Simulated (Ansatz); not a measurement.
**Kick test of a cell of Si5Ge**

The cell was found from a proposed guess, not taken from experiment.

The calculation used DFT PBE, scalar-relativistic, plane waves, PAW in Ansatz. Plane waves to 420 eV, a k mesh through Γ of 12×12×2 on the computed 12-atom cell and Gaussian smearing (0.02 eV); no spin polarisation.

The cell below (12 atoms, space group P-3m1 (No. 164)) is relaxed within its symmetry.

```
Si Ge
1.0
     3.89863    0.00000    0.00000
    -1.94932    3.37632    0.00000
     0.00000    0.00000   19.09221
Si Ge
10 2
Direct
  0.33333 0.66667 0.76770
  0.66667 0.33333 0.72696
  0.00000 0.00000 0.56206
  0.66667 0.33333 0.60282
  0.00000 0.00000 0.43794
  0.33333 0.66667 0.39718
  0.66667 0.33333 0.23230
  0.33333 0.66667 0.27304
  0.66667 0.33333 0.10844
  0.33333 0.66667 0.89156
  0.00000 0.00000 0.06506
  0.00000 0.00000 0.93494
```

For the test it was strained at random (σ = 1.5 % a component), the atoms were moved at random (σ = 0.10 Å), and all was relaxed again on a coarse 6×6×1 mesh (in the run’s order of axes) with 0.10 eV smearing, with no symmetry imposed.

Q: Is the structure stable against such a distortion?

A: It returns, within 1 meV/atom of the unmoved cell on that mesh and with the same symmetry when read at 0.1 Å. No instability shows in this cell; modes of other wave vectors, which need another repeat, aren't tested.
